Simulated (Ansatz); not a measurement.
## Magnetic states of V$_{3}$Pt

```
CELL_PARAMETERS angstrom
7.83600 0.00000 0.00000
0.00000 3.91800 0.00000
0.00000 0.00000 3.91800
ATOMIC_POSITIONS crystal
V 0.00000 0.50000 0.50000
V 0.25000 0.00000 0.50000
V 0.25000 0.50000 0.00000
Pt 0.00000 0.00000 0.00000
V 0.50000 0.50000 0.50000
V 0.75000 0.00000 0.50000
V 0.75000 0.50000 0.00000
Pt 0.50000 0.00000 0.00000
```

All energies were calculated with Ansatz 0.2.0 (r2SCAN; 500 eV; 4×8×8 Γ-centred mesh; fermi-dirac occupations of width 0.050 eV). The atoms are fixed and numbered as listed; spin is collinear, without spin-orbit coupling.

Different starts of the self-consistent cycle ended in different solutions. Their moments in μB:

```tsv
state	V1	V2	V3	V5	V6	V7	other atoms together	size of the net moment a cell
A	0.00	0.00	0.00	0.00	0.00	0.00	0.00	0.00
B	1.24	1.36	-1.36	-1.24	-1.36	1.36	0.00	0.00
C	1.57	1.37	-1.37	-1.57	1.37	-1.37	0.00	0.00
D	1.33	1.62	1.62	-1.33	-1.62	-1.62	0.00	0.00
E	-1.25	-1.58	1.17	-1.25	1.76	1.62	0.04	0.59
```

Site moments are taken in small spheres that don't touch (radius about 0.4 of the atom's shortest bond), so those of the magnetic atoms read low, and they needn't add up to the net moment. State A was run without spin polarisation.

Question: Which state has the lowest energy at zero smearing, and how far up are the others?

Answer: State D (antiparallel, compensated) comes first by a margin too small to trust; E (antiparallel, not compensated) lies 4.3 meV above it, C (antiparallel, compensated) lies 9.2 meV above it, B (antiparallel, compensated) lies 18.2 meV above it, A (without moments) lies 77 meV above it, all counted an atom of the cell. The two lowest differ by only 5.7 meV for each atom with a column above, which mesh or functional could overturn.

Question: Which states have a gap on the mesh, and what pressure does each exert on this cell?

Answer: A: no gap, -15.8 GPa; B: no gap, -9.2 GPa; C: no gap, -7.8 GPa; D: no gap, -7.8 GPa; E: no gap, -7.7 GPa (positive in compression). Moments take up room: without them the pressure is lower, so that state wants a smaller cell.

Question: What does magnetism gain here?

Answer: 77 meV an atom of the cell, or 103 meV for each V atom, against state A, which has none. In a metal like this the level decides whether moments form at all, so this is no ordering energy.

Of 4 runs begun from atoms with typed moments, each in a different pattern, 1 ended in state D: one start isn't enough to call a state the ground state.

The cell is that of a Crystallography Open Database entry, unchanged but doubled along one cell vector so that moments can oppose.

Caveats: only orders that fit this cell and collinear spins were tried, so the true order may need a larger cell or canted moments; atoms and cell are not relaxed, and each state would relax in its own way; r2SCAN overestimates the moments and magnetic energies of itinerant metals, and can make a paramagnetic metal magnetic; the k mesh is coarse, so differences of a few meV are uncertain where a state is a metal; at this level the entry's cell stands at -8 GPa (positive in compression); one start a pattern, so a lower state of the same pattern may exist; the nearest magnetic atoms form triangles, which frustrates antiparallel coupling, so the true order may be non-collinear or need another cell.
